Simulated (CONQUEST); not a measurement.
Set-up for a self-consistent single point of a model cell of GeMo2C (P6_3/mmc, 16 atoms in the cell; prototype structure).

```
CELL_PARAMETERS angstrom
      3.06923     0.00000     0.00000
      0.00000     5.31606     0.00000
      0.00000     0.00000    13.75786
ATOMIC_POSITIONS crystal
  Ge 0.00000 0.33333 0.75000
  Ge 0.50000 0.16667 0.25000
  Ge 0.50000 0.83333 0.75000
  Ge 0.00000 0.66667 0.25000
  Mo 0.00000 0.33333 0.08600
  Mo 0.50000 0.16667 0.58600
  Mo 0.50000 0.16667 0.91400
  Mo 0.00000 0.33333 0.41400
  Mo 0.50000 0.83333 0.08600
  Mo 0.00000 0.66667 0.58600
  Mo 0.00000 0.66667 0.91400
  Mo 0.50000 0.83333 0.41400
  C  0.00000 0.00000 0.00000
  C  0.00000 0.00000 0.50000
  C  0.50000 0.50000 0.00000
  C  0.50000 0.50000 0.50000
```

Computed with PBE, numerical atomic orbitals double-zeta with polarisation (the shipped basis), PseudoDojo norm-conserving potentials made for PBE (CONQUEST).

CONQUEST settings:

```
key                                             value
---------------------  ------------------------------
basis                                             DZP
Diag.MPMeshX, Y, Z                              4 2 1
potentials             PseudoDojo norm-conserving PBE
Grid.GridCutoff                                140 Ha
DM.SolutionMethod                              diagon
Diag.kT                                   0.001837 Ha
Diag.GammaCentred                                true
minE.SCTolerance                              1.0e-06
SC.MaxIters                                       100
SC.LinearMixingFactor                             0.5
SC.KerkerPreCondition                            true
SC.KerkerFactor                            0.1 1/bohr
AtomMove.TypeOfRun                             static
```

Results:

```
Property                                                   Value
------------------------------------------------  --------------
Number of valence electrons                                  184
Number of bands                                              276
Number of k-points after the program's reduction               7
Size of the basis                                            276
Number of SCF iterations                                       8
FFT grid                                           32 × 60 × 144
Free energy E − TS                                -25671.9224 eV
Fermi level (on the code's own zero)                    -5.07 eV
Pressure                                               -3.30 GPa
Largest force (vector length)                         0.460 eV/Å
```

Forces (eV/Å):
| atom | Fx | Fy | Fz |
|---|---|---|---|
| Ge1 | -0.001 | 0.004 | 0.000 |
| Ge2 | -0.001 | -0.004 | 0.000 |
| Ge3 | -0.001 | 0.004 | 0.000 |
| Ge4 | -0.001 | -0.004 | 0.000 |
| Mo5 | 0.000 | 0.176 | 0.425 |
| Mo6 | 0.000 | -0.176 | 0.425 |
| Mo7 | 0.000 | -0.176 | -0.425 |
| Mo8 | 0.000 | 0.176 | -0.425 |
| Mo9 | 0.000 | 0.176 | 0.425 |
| Mo10 | 0.000 | -0.176 | 0.425 |
| Mo11 | 0.000 | -0.176 | -0.425 |
| Mo12 | 0.000 | 0.176 | -0.425 |
| C13 | 0.000 | 0.000 | 0.000 |
| C14 | 0.000 | 0.000 | 0.000 |
| C15 | 0.000 | 0.000 | 0.000 |
| C16 | 0.000 | 0.000 | 0.000 |

Stress (GPa, positive for compression):
```
  3.19    0.00    0.00
  0.00   -0.25    0.00
  0.00    0.00  -12.82
```

The cell was set up from a structure prototype or typed lattice constants and was not relaxed beforehand at this level. The program uses no crystal symmetry, so grid and mesh can part values that symmetry would make equal. The atom-centred basis is finite, which shifts total energies, pressures and forces against plane waves. No clean gap shows at this smearing width and mesh (spacing up to 0.59 Å⁻¹); the mesh is coarse for partly filled bands, so the values carry mesh errors.

Cost on one core: around 5 core-minutes (rough).
